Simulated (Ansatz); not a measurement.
The calculation used DFT, PBEsol, plane waves (420 eV) with PAW, scalar-relativistic in Ansatz. (PAW data from PBE, frozen cores regenerated.)

An element in the simple cubic structure gives this curve. The cell is scaled uniformly from the relaxed one, with fractional coordinates and shape fixed. Energies are extrapolated to zero smearing, pressures are those at the given smearing. Magnetic state: spin not included.

```tsv
V (Å³/atom)	E − E₀ (meV/atom)	P (GPa)
27.528	104.4	10.11
28.780	42.4	5.95
30.031	9.6	2.64
31.282	0.0	0.01
32.533	8.8	-2.08
33.785	32.2	-3.73
35.036	67.1	-5.04
```

Question: Which element is it?
A. tellurium
B. antimony
C. indium
D. bismuth

Answer: A. Its fit is V₀ = 31.26 Å³/atom, B₀ = 59 GPa, B₀′ = 4.7.
